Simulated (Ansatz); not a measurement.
HfO2 (fluorite, space group No. 225), r²SCAN (plane waves, PAW; program Ansatz), all energies at zero smearing, with the estimated change up to a 700 eV cutoff added, with one set of potentials and settings (totals compare only within such a set). Cell of 3 atoms (1 Hf, 2 O): -16876.924 eV.

```tsv
element	reference phase	E (eV/atom)
Hf	P6_3/mmc, 2 atoms in the cell	-15733.7929
O	C2/m, 4 atoms in the cell, spin-polarised	-566.0346
```

Formation energy per atom, worked out: (-16876.924 − 1×(-15733.7929) − 2×(-566.0346))/3 = -3.687 eV/atom (-356 kJ per mol of atoms), at 0 K, without zero-point energy or fitted corrections.

Space group Fm-3m (fluorite). This is a known high-temperature phase of the composition, computed here at zero pressure and temperature. Symmetry was held in the r²SCAN relaxation. At this level the phase is dynamically unstable (imaginary phonons). No spin polarisation was allowed. The references are the lowest solids computed at this level, not always the standard phases (solids in place of the gases). Spin–orbit coupling is left out wherever it is not named.

Potentials: the earlier of the program's two PAW sets.
